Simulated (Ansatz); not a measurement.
Nb₃Ir:
```
CELL_PARAMETERS angstrom
      5.14990     0.00000     0.00000
      0.00000     5.14990     0.00000
      0.00000     0.00000     5.14990
ATOMIC_POSITIONS crystal
  Nb 0.50000 0.25000 0.00000
  Nb 0.50000 0.75000 0.00000
  Nb 0.25000 0.00000 0.50000
  Nb 0.75000 0.00000 0.50000
  Nb 0.00000 0.50000 0.25000
  Nb 0.00000 0.50000 0.75000
  Ir 0.50000 0.50000 0.50000
  Ir 0.00000 0.00000 0.00000
```

This is the r²SCAN-relaxed structure.

### Question
All from r²SCAN (plane waves, PAW; program Ansatz), unless another level is named. Give the density of states at the Fermi level.

### Answer
0.59 states/eV per atom (mean over ±0.08 eV).

### Question
What about the formation energy from the elements (no fitted shifts)?

### Answer
-0.49 eV/atom.

Space group Pm-3n (A15 (Cr3Si type)). The first step of the workflow began from a Materials Project structure, measured or hypothetical; the Crystallography Open Database files this formula in space group No. 223, but the cells were not matched. Whether it is the stable phase at ambient conditions was not checked. The r²SCAN relaxation kept the symmetry of its start; whether a distortion lowers the energy is not shown. No spin polarisation was allowed. The references are the lowest solids computed at this level, not always the standard phases. Scalar-relativistic: spin–orbit coupling is off unless named, which matters more the heavier the elements.

Potentials: the later of the program's two PAW sets.
